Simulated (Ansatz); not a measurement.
Ansatz input file:

```yaml
crystal:
  lattice:
    - [0.0, 3.647079442, 3.647079442]
    - [3.647079442, 0.0, 3.647079442]
    - [3.647079442, 3.647079442, 0.0]
  atoms:
    - { symbol: Ca, position: [0.25, 0.25, 0.25] }
    - { symbol: Ca, position: [0.0, 0.0, 0.0] }
    - { symbol: Ir, position: [0.625, 0.625, 0.625] }
    - { symbol: Ir, position: [0.125, 0.625, 0.625] }
    - { symbol: Ir, position: [0.625, 0.125, 0.625] }
    - { symbol: Ir, position: [0.625, 0.625, 0.125] }
basis:
  ecutwfc: 500
kpoints:
  mp_grid: { grid: [8, 8, 8] }
hamiltonian:
  xc: r2scan
scf:
  occupations: { method: gaussian, width: 0.1 }
output:
  forces: true
  stress: true
  eigenvalues: true
  write_density: true
  write_potential: true
  elf: true
  volumetric_format: npy
```

Run as
```bash
ansatz run input.yaml --threads 2 --pin off --max-ram 5120MiB --backend cpu --events-out ev --progress --plain --runs-dir out
```

Theory: DFT r2SCAN, scalar-relativistic, plane waves, PAW in Ansatz.

From the run's log, abridged (final results; tables in files aren't shown):

```
SCF 1 converged in 7 iterations: F = -51440.803684 eV  dr2 = 3.62e-8
SCF converged after 7 iterations
Free energy (F): -51440.803684 eV
Harris-Foulkes:  -51440.803684 eV  (|F-HF|=1.88e-8)
Internal energy: -51440.781341 eV  (E = F + TS)
E sigma→0 (E₀):  -51440.792513 eV
Entropy (-TS):   -0.022343 eV (-3.724 meV/atom)
Fermi energy:    19.094852 eV
--- Per-component energies (eV) ---
  E_band       = -835.259662
  E_kinetic    = 3071.276884
  E_local      = -7135.708409  (includes V_loc(G=0)·N_el)
  E_nonlocal   = 429.831875
  E_hartree    = 2755.939506
  E_xc         = -1302.797525
  E_vxc        = -1733.561517  (∫ρ·V_xc dr)
  E_paw        = -38729.776071  (= ΣΔE_a)
  E_vpaw       = -1086.296736  (= ΣTr[D̂ρ^β])
  E_aug_tail   = -0.000053  (compensation charges beyond the density's cutoff)
  E_vtau       = 107.308281  (kinetic-family band-sum trace: ∫τ·v_τ [+ j·A + Jᵃ·Aᵃ] dr)
  E_ewald      = -10527.838643
  E_core_change = -1.708905  (= ΣΔE_core)
  E_smearing   = -0.022343  (= −TS)
--- Forces (eV/Å), atoms counted from 1 ---
  atom   1  Ca     0.00000000     0.00000000     0.00000000
  atom   2  Ca     0.00000000     0.00000000     0.00000000
  atom   3  Ir     0.00000000     0.00000000     0.00000000
  atom   4  Ir     0.00000000     0.00000000     0.00000000
  atom   5  Ir     0.00000000     0.00000000     0.00000000
  atom   6  Ir     0.00000000     0.00000000     0.00000000
--- Stress (GPa, compression-positive) ---
       21.351997       0.000000       0.000000
        0.000000      21.351997       0.000000
        0.000000       0.000000      21.351997
  P = ⅓ Tr σ = 21.3520 GPa (213.520 kbar)
--- Band table (eV; the first three rows and the last of 29) ---
  k-point 0: bands = ["-74.8445", "-74.7427", "-74.7427", "-74.7427", "-32.1561", "-31.4086", "-31.4086", "-31.4086", "-31.1110", "-31.1110", "-30.7711", "-30.7711", "-30.7711", "-30.6946", "-30.6946", "-30.6946", "-22.2947", "-22.1603", "-2.6664", "-2.6664", "-2.6664", "-2.3534", "-2.3534", "-2.3534", "9.2805", "12.3240", "12.6291", "12.6291", "12.6291", "14.2095", "14.2095", "14.7023", "14.7023", "14.7023", "18.4487", "18.4487", "18.4487", "18.7025", "18.7025", "18.7025", "18.8526", "18.8526", "20.1701", "20.1701", "20.1857", "20.1857", "20.1857", "20.7949", "22.1801", "22.1801", "22.1801", "23.9276", "23.9276"]
  k-point 1: bands = ["-74.8416", "-74.7456", "-74.7427", "-74.7427", "-32.1280", "-31.4070", "-31.3967", "-31.3967", "-31.1046", "-31.1046", "-30.8052", "-30.7775", "-30.7775", "-30.7080", "-30.7080", "-30.6946", "-22.2902", "-22.1642", "-2.6694", "-2.6694", "-2.6620", "-2.3626", "-2.3491", "-2.3491", "9.4621", "12.4757", "12.6918", "12.7464", "12.7464", "14.2805", "14.2805", "14.6419", "14.7772", "14.7772", "18.0425", "18.2842", "18.2842", "18.3579", "18.3579", "18.6814", "18.7732", "18.7732", "19.7440", "19.9480", "19.9480", "20.5308", "20.5308", "20.5702", "22.1800", "22.3559", "22.3559", "23.8030", "23.8030"]
  k-point 2: bands = ["-74.8339", "-74.7534", "-74.7427", "-74.7427", "-32.0544", "-31.4009", "-31.3672", "-31.3672", "-31.0820", "-31.0820", "-30.8954", "-30.8097", "-30.8097", "-30.7308", "-30.7308", "-30.6946", "-22.2785", "-22.1746", "-2.6762", "-2.6762", "-2.6638", "-2.3716", "-2.3393", "-2.3393", "9.9435", "12.8427", "12.9488", "13.0418", "13.0418", "14.4904", "14.4904", "14.5078", "15.0363", "15.0363", "17.1346", "17.5686", "17.5686", "17.8479", "17.8479", "18.1853", "18.6312", "18.7133", "18.7133", "19.4548", "19.4548", "20.7552", "21.1432", "21.1432", "22.1797", "22.6397", "22.6397", "23.6094", "23.6094"]
  k-point 28: bands = ["-74.7937", "-74.7937", "-74.7427", "-74.7427", "-31.6769", "-31.6769", "-31.2197", "-31.2197", "-31.0541", "-31.0541", "-30.9731", "-30.9731", "-30.8209", "-30.8209", "-30.7871", "-30.7871", "-22.2249", "-22.2249", "-2.7405", "-2.7405", "-2.5100", "-2.5100", "-2.2853", "-2.2853", "12.4306", "12.4306", "14.0594", "14.0594", "14.6816", "14.6816", "14.7511", "14.7511", "15.5534", "15.5534", "15.7998", "15.7998", "16.2696", "16.2696", "16.7713", "16.7713", "17.8086", "17.8086", "17.9944", "17.9944", "19.5117", "19.5117", "20.9007", "20.9007", "23.3656", "23.3656", "23.4916", "23.4916", "24.8808"]
```

Self-consistency was reached.

It took 21 s on 2 threads of Intel(R) Xeon(R) Processor @ 2.50GHz (Skylake/Cascade Lake), with other jobs on the host, peak memory 0.73 GiB.

Spin–orbit coupling is left out, which can shift energies with elements as heavy as these.